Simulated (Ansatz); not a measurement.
Hf3N4 (space group I-43d)

```yaml
crystal:
  lattice:
    - [-3.36712, 3.36712, 3.36712]
    - [3.36712, -3.36712, 3.36712]
    - [3.36712, 3.36712, -3.36712]
  atoms:
    - { symbol: Hf, position: [0.87500, 0.25000, 0.12500] }
    - { symbol: Hf, position: [0.75000, 0.37500, 0.62500] }
    - { symbol: Hf, position: [0.62500, 0.75000, 0.37500] }
    - { symbol: Hf, position: [0.25000, 0.12500, 0.87500] }
    - { symbol: Hf, position: [0.12500, 0.87500, 0.25000] }
    - { symbol: Hf, position: [0.37500, 0.62500, 0.75000] }
    - { symbol: N, position: [0.50000, 0.00000, 0.63303] }
    - { symbol: N, position: [0.00000, 0.13303, 0.50000] }
    - { symbol: N, position: [0.86697, 0.86697, 0.86697] }
    - { symbol: N, position: [0.13303, 0.50000, 0.00000] }
    - { symbol: N, position: [0.00000, 0.63303, 0.50000] }
    - { symbol: N, position: [0.50000, 0.00000, 0.13303] }
    - { symbol: N, position: [0.63303, 0.50000, 0.00000] }
    - { symbol: N, position: [0.36697, 0.36697, 0.36697] }
```

Equation-of-state scan: isotropic scaling of the cell above, V₀ being its volume. The atoms relax within the cell's symmetry.

All values below come from PBE (plane waves to 420 eV, PAW, scalar-relativistic; Ansatz, an electronic-structure program). k mesh 6×6×6 (Γ-centred), Fermi-Dirac smearing 0.05 eV. The energy includes the smearing's −TS. Compression counts positive. Hf3N4 is run without spin polarisation. Hf3N4 was relaxed with its symmetry unable to fall. Spin-orbit coupling is left out, though Hf is heavy. The zero of ΔE is the relaxed starting cell.

Problem. Estimate the ΔE (kJ/mol of atoms) and P (GPa) for V/V₀ = 0.900, 0.925, 0.950, 0.975, 1.050, 1.075.

Solution. 
| V/V₀ | ΔE (kJ/mol of atoms) | P (GPa) |
|---|---|---|
| 0.900 | 9.08 | 31.2 |
| 0.925 | 4.79 | 21.3 |
| 0.950 | 1.99 | 12.9 |
| 0.975 | 0.47 | 5.8 |
| 1.050 | 1.44 | -7.7 |
| 1.075 | 2.95 | -10.3 |

(Under strain, the slope of the energy per volume gives the stress and its curvature an elastic modulus.)
